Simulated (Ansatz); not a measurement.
Li (fcc, Cu type)

```
CELL_PARAMETERS angstrom
      0.00000     2.18786     2.18786
      2.18786     0.00000     2.18786
      2.18786     2.18786     0.00000
ATOMIC_POSITIONS crystal
  Li 0.00000 0.00000 0.00000
```

The slice is a {111} plane (indices of the conventional cell) through the point (0.000, 0.000, 0.000) (fractional), spanned by u = [100] and v = [-1 2 0] in vectors of this cell: u (3.09 Å) and v (5.36 Å, at 90° to u). It covers one period; positions are fractions (u, v).

Level of theory: r2SCAN (plane waves to 500 eV, PAW, scalar-relativistic; Ansatz, a program for electronic structure). k mesh 18×18×18. Near the nuclei the fields are pseudised (PAW); where an atom keeps semicore shells as valence, they peak there. Li was relaxed with its symmetry unable to fall. This is one of several known forms of Li; the measured ambient cells at hand have space group No. 229.

Q: The ELF has a maximum in the middle third of the Li–Li line. Where, and how high?

A: 0.56, 1.5 Å from Li.

Q: What is the valence density on the shortest Li–Li line in this plane (3.09 Å), at its midpoint?

A: 0.05 e/Å³.

Q: Sketch the electrostatic potential energy of an electron, from the cell's mean on this plane as a map.

A: 
```
|xxxxxx47874xxxxx|
|xxxxx0578750xxxx|
|xxxxx3689863xxxx|
|xxxx157999751xxx|
|xx0257899987520x|
|3446788999887644|
|7777777777777777|
|9988764434467889|
|9987520xxx025789|
|99751xxxxxxx1579|
|9863xxxxxxxxx368|
|8750xxxxxxxxx057|
|874xxxxxxxxxxx47|
|763xxxxxxxxxxx36|
|874xxxxxxxxxxx47|
|8750xxxxxxxxx057|
|9863xxxxxxxxx368|
|99751xxxxxxx1579|
|9987520xxx025789|
|9988764434467889|
|7777777777777777|
|3446788999887644|
|xx0257899987520x|
|xxxx157999751xxx|
|xxxxx3689863xxxx|
|xxxxx0578750xxxx|
|xxxxxx47874xxxxx|
|xxxxxx36763xxxxx|
```
Scale: ten equal steps from -0.38 (start of '0') to 2.90 (end of '9'), in the order '0123456789'. Values: electrostatic potential energy of an electron, from the cell's mean, in eV. The map has 16 points along u (one character each, u = 0 at the left) and 28 along v (v = 0 in the bottom row). Points within 1 Å of a nucleus are blanked (x), as the pseudised field means little there. The zero, the cell's mean, hangs on the PAW cores.
